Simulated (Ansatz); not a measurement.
Mg4Te3S:
```
CELL_PARAMETERS angstrom
      4.42764     0.00000     0.00000
      0.00000     8.91760     0.00000
      0.00000     0.00000     6.20212
ATOMIC_POSITIONS crystal
  Mg 0.00000 0.27369 0.98172
  Mg 0.00000 0.72631 0.98172
  Mg 0.50000 0.00000 0.48512
  Mg 0.50000 0.50000 0.54617
  Te 0.50000 0.26420 0.25107
  Te 0.50000 0.73580 0.25107
  Te 0.00000 0.00000 0.75459
  S  0.00000 0.50000 0.74853
```

Tensor components refer to the Cartesian frame of this cell.

Task: Give the proper piezoelectric stress tensor with relaxed ions from r²SCAN in the plane-wave PAW code Ansatz.

Result: In C/m², rows x, y, z, Voigt columns; mesh uncertainty up to 0.00.
```
 0.00   0.00   0.00   0.00   0.15   0.00
 0.00   0.00   0.00  -0.16   0.00   0.00
 0.15  -0.16  -0.01   0.00   0.00   0.00
```

The elastic tensor of the same run (GPa):

```
66.6  22.7  34.8   0.0   0.0   0.0
22.7  69.0  36.0   0.0   0.0   0.0
34.8  36.0  50.3   0.0   0.0   0.0
 0.0   0.0   0.0  21.5   0.0   0.0
 0.0   0.0   0.0   0.0  21.4   0.0
 0.0   0.0   0.0   0.0   0.0   9.6
```

Task: Convert to strain constants d = e·S.

Result: In pC/N:
```
 0.0   0.0   0.0   0.0   7.0   0.0
 0.0   0.0   0.0  -7.4   0.0   0.0
 3.6  -3.3  -0.4   0.0   0.0   0.0
```

Space group Pmm2. The workflow started from a Materials Project entry (that database holds measured and hypothetical structures alike); the Crystallography Open Database copy checked does not list it. Its standing as an ambient phase is unchecked. Symmetry was held in the r²SCAN relaxation; its stability against distortions is not shown here. Signs of piezoelectric constants follow the polarity of the cell as given. Spin–orbit coupling is left out wherever it is not named.

Potentials: the later of the program's two PAW sets.
